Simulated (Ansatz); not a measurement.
RuPtN$_{2}$:
```
CELL_PARAMETERS angstrom
      1.40035     0.80849     6.38973
     -1.40035     0.80849     6.38973
      0.00000    -1.61698     6.38973
ATOMIC_POSITIONS crystal
  Ru 0.50000 0.50000 0.50000
  Pt 0.00000 0.00000 0.00000
  N  0.89827 0.89827 0.89827
  N  0.10173 0.10173 0.10173
```

Relaxed with PBEsol. Special points in fractions of this cell's reciprocal vectors: Γ (0.000, 0.000, 0.000); T (0.500, 0.500, 0.500); H2 (0.823, 0.177, 0.500); H0 (0.500, -0.177, 0.177); L (0.500, 0.000, 0.000); S0 (0.339, -0.339, 0.000); S2 (0.661, 0.000, 0.339); F (0.500, 0.000, 0.500).

Task: List the band energies nearest the Fermi level at these points for the program Ansatz at the PBEsol level (PAW).

Result: In eV from the Fermi level; about four levels below and three above (degenerate sets whole), none deeper than 8.9 eV; … stands for higher levels left out; points with the same levels are listed once.

```
k                           below                above
--  -----------------------------  -------------------
Γ         -1.68 -1.68 -0.98 -0.98          4.06 4.06 …
T   -3.03 -3.03 -2.08 -2.08 -1.04  0.52 0.52 3.34 3.34
H2        -2.87 -1.84 -0.66 -0.39       0.34 1.72 3.79
L         -2.00 -0.21 -0.14 -0.11       0.63 2.10 2.71
S0        -2.88 -1.77 -0.81 -0.25       0.32 1.70 3.86
F         -2.28 -2.04 -0.15 -0.11       1.06 1.84 2.65
```

Space group R-3m. The start of the workflow was typed in or built on a structure type; neither database checked (COD, Materials Project) lists it. Whether it is the stable phase at ambient conditions was not checked. Symmetry was held in the PBEsol relaxation; its stability against distortions is not shown here. The workflow began spin-polarised and lost its moments. Its formation energy is positive at this level, so the cell may be metastable or incomplete. Scalar-relativistic: spin–orbit coupling is off unless named, which matters more the heavier the elements.

Potentials: the earlier of the program's two PAW sets. The files were generated under PBE; for other functionals the program regenerates the frozen cores, and for LDA and PBEsol the local potential too.
